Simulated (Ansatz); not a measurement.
PdRhN2:
```
CELL_PARAMETERS angstrom
      1.48103     0.85507     6.10526
     -1.48103     0.85507     6.10526
      0.00000    -1.71014     6.10526
ATOMIC_POSITIONS crystal
  Rh 0.50000 0.50000 0.50000
  Pd 0.00000 0.00000 0.00000
  N  0.89359 0.89359 0.89359
  N  0.10641 0.10641 0.10641
```

Relaxed with r²SCAN. Special points in fractions of this cell's reciprocal vectors: Γ (0.000, 0.000, 0.000); T (0.500, 0.500, 0.500); H2 (0.820, 0.180, 0.500); H0 (0.500, -0.180, 0.180); L (0.500, 0.000, 0.000); S0 (0.340, -0.340, 0.000); S2 (0.660, 0.000, 0.340); F (0.500, 0.000, 0.500).

List the band energies nearest the Fermi level at these points for DFT-r²SCAN in the program Ansatz with PAW potentials.

In eV from the Fermi level; about four levels below and three above (degenerate sets whole), none deeper than 8.9 eV; … stands for higher levels left out; points with the same levels are listed once.

| k | below | above |
|---|---|---|
| Γ | -1.94 -1.94 -1.37 -0.76 -0.76 | 4.64 4.64 … |
| T | -2.66 -2.66 -2.37 -2.37 -0.05 | 0.48 0.48 4.07 4.07 |
| H2 | -2.16 -1.49 -1.39 -0.78 | 0.04 1.67 3.65 |
| L | -1.22 -0.87 -0.36 -0.21 | 1.56 3.71 4.01 |
| S0 | -2.19 -1.52 -1.25 -0.88 | 0.13 1.64 3.70 |
| F | -1.98 -1.21 -0.87 -0.11 | 1.32 4.23 4.39 |

Space group R-3m. The start of the workflow was typed in or built on a structure type; neither database checked (COD, Materials Project) lists it. Whether it is the stable phase at ambient conditions was not checked. The r²SCAN relaxation kept the symmetry of its start; whether a distortion lowers the energy is not shown. The workflow began spin-polarised and lost its moments. Its formation energy is positive at this level, so the cell may be metastable or incomplete. Scalar-relativistic: spin–orbit coupling is off unless named, which matters more the heavier the elements.

Potentials: the later of the program's two PAW sets.
